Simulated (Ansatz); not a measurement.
Polymorphs of GaN, each relaxed with plane-wave PAW LDA (Ansatz code):

A: P6_3/mmc
a = 3.154 Å, b = 3.154 Å, c = 7.599 Å, α = 90.00°, β = 90.00°, γ = 120.00°

| atom | site | symmetry | x | y | z |
|---|---|---|---|---|---|
| Ga | 2d | -6m2 | 0.6667 | 0.3333 | 0.2500 |
| N | 2b | -6m2 | 0.0000 | 0.0000 | 0.2500 |

B: wurtzite (P6_3mc)
a = 3.1516 Å, b = 3.1516 Å, c = 5.1382 Å, α = 90.00°, β = 90.00°, γ = 120.00°

```json
[
 {"atom": "Ga", "site": "2b", "symmetry": "3m.", "x": "0.6667", "y": "0.3333", "z": "0.4993"},
 {"atom": "N", "site": "2b", "symmetry": "3m.", "x": "0.3333", "y": "0.6667", "z": "0.3757"}
]
```

C: zinc blende (F-43m)
a = 4.455 Å, b = 4.455 Å, c = 4.455 Å, α = 90.00°, β = 90.00°, γ = 90.00°

```tsv
atom	site	symmetry	x	y	z
Ga	4a	-43m	0.0000	0.0000	0.0000
N	4d	-43m	0.7500	0.7500	0.7500
```

### Question
Order them by energy per atom at 0 K (lowest first) at the level LDA.

### Answer
B (+0 meV/atom), C (+6 meV/atom), A (+476 meV/atom)

### Question
Give each one's gap.

### Answer
A 1.22 eV; B 2.13 eV; C 1.96 eV.

Not the usual ambient phase: A. Weakly bound layers, chains or molecules computed without a dispersion correction, so cells and soft constants are ill determined: A. All cells were relaxed under the symmetry of their starts (and spin orders); stability against distortions was not tested throughout. Scalar-relativistic: spin–orbit coupling is off unless named, which matters more the heavier the elements.

Energies hold the estimated change up to a 700 eV cutoff; steps of a few meV lie near the error of the meshes.

Potentials: the earlier of the program's two PAW sets. The files were generated under PBE; for other functionals the program regenerates the frozen cores, and for LDA and PBEsol the local potential too.
